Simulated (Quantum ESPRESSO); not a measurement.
# Planted mistakes on one cell of Ca2MgZnF8

Calculated results; nothing here was measured. They come from pw.x of Quantum ESPRESSO 7.5, a plane-wave density functional program, with PseudoDojo standard norm-conserving files (v0.5 for PBE, v0.4.1 for LDA and PBEsol). The cells are made up: elements, strain and atom displacements were drawn at random, and nothing was relaxed. There is no spin polarisation, spin-orbit coupling or dispersion term.

The cell has 12 sites of a fluorite lattice. Sites 1 to 4 hold Ca Ca Mg Zn; sites 5 to 12 hold F F F F F F F F. Cell vectors in Å: (5.290, 0.000, 0.032); (0.000, 5.312, 0.049); (0.032, 0.049, 5.332). Settings: PBE, cutoff 1143 eV, 4 x 4 x 4 k mesh shifted by half a step, Fermi-Dirac smearing of 0.025 eV.

The intended run has a self-consistency threshold of 1e-07 eV, a smearing term of 0.000 eV, a pressure of 0.51 GPa and 10 iterations. Each further run changes one thing: all lengths scaled by 0.9840; atoms of sites 1 and 3 exchanged; k mesh 1 x 1 x 1; one electron added; smearing 0.44 eV; threshold 0.09 eV. A coarse mesh keeps the shift, and a charged cell sits in a uniform background.

```
run  change of free energy (eV)  smearing term -TS (eV)  change of P (GPa)  largest change of a force component (eV/Å)  iterations
  A                       9.256                   0.000              18.29                                       0.898          10
  B                       0.126                   0.000               4.88                                       0.206          10
  C                       0.008                   0.000               1.75                                       0.049           5
  D                       0.264                   0.000               0.65                                       1.450          10
  E                      -2.300                   0.000              -3.49                                       0.248          10
  F                      -0.008                  -0.056               0.06                                       0.008          10
```

A rerun of the intended cell at 1437 eV and k mesh 6 x 6 x 6 moved values by no more than 0.004 eV in the cell's energy, 0.02 GPa in stress and 0.006 eV/Å in force.

Question: which change belongs to which run?

## Worked reading

Run C has the fewest iterations, as a run stopped early does. Run F has the largest smearing term, as wide smearing gives. Run B changes the volume by a factor of 0.9528; minus its pressure change over the logarithm of that factor, 101 GPa, is a rough bulk modulus with clamped atoms. Energies from files of another functional, or of a charged cell, have another zero and say nothing on stability; the pressure of a charged cell rests on the program's zero of potential too.

## Key

| run | change |
| --- | --- |
| A | one electron added |
| B | all lengths scaled by 0.9840 |
| C | threshold 0.09 eV |
| D | atoms of sites 1 and 3 exchanged |
| E | k mesh 1 x 1 x 1 |
| F | smearing 0.44 eV |